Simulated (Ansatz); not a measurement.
Y₄SiS₃:
```
CELL_PARAMETERS angstrom
     -2.80698     2.80698     5.63272
      2.80698    -2.80698     5.63272
      2.80698     2.80698    -5.63272
ATOMIC_POSITIONS crystal
  Y  0.75301 0.75301 0.00000
  Y  0.24699 0.24699 0.00000
  Y  0.00000 0.50000 0.50000
  Y  0.50000 0.00000 0.50000
  Si 0.00000 0.00000 0.00000
  S  0.50000 0.50000 0.00000
  S  0.25000 0.75000 0.50000
  S  0.75000 0.25000 0.50000
```

Relaxed with r²SCAN. Special points in fractions of this cell's reciprocal vectors: Γ (0.000, 0.000, 0.000); X (0.000, 0.000, 0.500); P (0.250, 0.250, 0.250); N (0.000, 0.500, 0.000); M (0.500, 0.500, -0.500); S (0.312, 0.688, -0.312); S0 (-0.312, 0.312, 0.312); R (-0.124, 0.124, 0.500); G (0.500, 0.500, -0.124).

**Question.** List the band energies nearest the Fermi level at these points for r²SCAN (plane waves, PAW; program Ansatz).

**Answer.** In eV from the Fermi level; about four levels below and three above (degenerate sets whole), none deeper than 8.9 eV; points with the same levels are listed once.

```json
[
 {"k": "Γ", "below": "-1.75 -1.24 -1.09 -1.09", "above": "0.31 0.33 0.33"},
 {"k": "X", "below": "-4.99 -2.87 -2.63 -2.52", "above": "1.62 1.93 2.09"},
 {"k": "P", "below": "-5.11 -5.11 -2.73 -2.73 -2.55", "above": "1.66 1.66 1.98"},
 {"k": "N", "below": "-2.67 -2.21 -2.04 -0.08", "above": "0.31 1.36 1.62"},
 {"k": "M", "below": "-1.05 -0.80 -0.80 -0.77", "above": "1.45 1.76 2.22"},
 {"k": "S", "below": "-2.46 -2.03 -1.77 -1.25", "above": "0.52 0.68 1.38"},
 {"k": "R", "below": "-4.92 -2.66 -2.50 -2.48", "above": "0.57 1.00 1.50"}
]
```

Space group I4/mmm. The workflow started from a Materials Project entry (that database holds measured and hypothetical structures alike); the Crystallography Open Database copy checked does not list it. Its standing as an ambient phase is unchecked. Symmetry was held in the r²SCAN relaxation; its stability against distortions is not shown here. No spin polarisation was allowed. Scalar-relativistic: spin–orbit coupling is off unless named, which matters more the heavier the elements.

Potentials: the earlier of the program's two PAW sets.
